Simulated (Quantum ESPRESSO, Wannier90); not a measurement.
# AlN (wurtzite): Wannier90 run

Cell from Materials Project (mp-661), symmetrised, no further relaxation. COD (Crystallography Open Database) has an entry of this formula and space group (matched by these alone). Computed values, not measurements, from PBEsol: Quantum ESPRESSO (norm-conserving PseudoDojo potentials, cutoff 68 Ry, no spin polarisation, no spin-orbit coupling) on a Γ-centred 12×12×6 mesh, then Wannier90. Density: 12×12×6 mesh, cold smearing 0.01 Ry.

```
begin unit_cell_cart
ang
    3.1285898190    0.0000000000    0.0000000000
   -1.5642949095    2.7094382613    0.0000000000
    0.0000000000    0.0000000000    5.0169600000
end unit_cell_cart
mp_grid = 12 12 6
```

Neighbour vectors b of the finite-difference formula (Å⁻¹), by shell:

```json
[
 {"shell": "1", "b_x": "0.00000", "b_y": "0.19325", "b_z": "0.00000"},
 {"shell": "1", "b_x": "0.16736", "b_y": "0.09663", "b_z": "0.00000"},
 {"shell": "1", "b_x": "0.00000", "b_y": "-0.19325", "b_z": "0.00000"},
 {"shell": "1", "b_x": "0.16736", "b_y": "-0.09663", "b_z": "0.00000"},
 {"shell": "1", "b_x": "-0.16736", "b_y": "-0.09663", "b_z": "0.00000"},
 {"shell": "1", "b_x": "-0.16736", "b_y": "0.09663", "b_z": "0.00000"},
 {"shell": "2", "b_x": "0.00000", "b_y": "0.00000", "b_z": "0.20873"},
 {"shell": "2", "b_x": "0.00000", "b_y": "0.00000", "b_z": "-0.20873"}
]
```

### Question
Find the weights w_b from the completeness condition Σ_b w_b b_α b_β = δ_αβ.

### Answer
Shell 1: Σ b_x² = 0.112, Σ b_y² = 0.112, Σ b_z² = 0.000 Å⁻²
Shell 2: Σ b_x² = 0.000, Σ b_y² = 0.000, Σ b_z² = 0.087 Å⁻²
Each of the three diagonal sums, weighted, has to give 1 and the off-diagonal ones 0, which holds for w_1 = 8.93 Å², w_2 = 11.5 Å². Check on xx: 8.93×0.112 + 11.48×0.000 = 1.00.

On this mesh the 8 functions of bands 1-8 (valence bands; start: s functions at the bond centres, conv_tol = 1.0e-6) end with spreads 0.9639, 0.9639, 0.9811, 0.9639, 0.9639, 0.9811, 0.9639, 0.9639 Å², Ω_I = 6.4905 Å² and Ω_D = 0.0023 Å².

Ω_total is the sum of the spreads, 7.746 Å². Ω_OD = Ω_total − Ω_I − Ω_D = 1.253 Å². Only (Ω_D + Ω_OD)/Ω_total = 16.2 % depends on the gauge, and another start could lower the total by that share at most. The rms radius is √(Ω_total/8) = 0.98 Å.
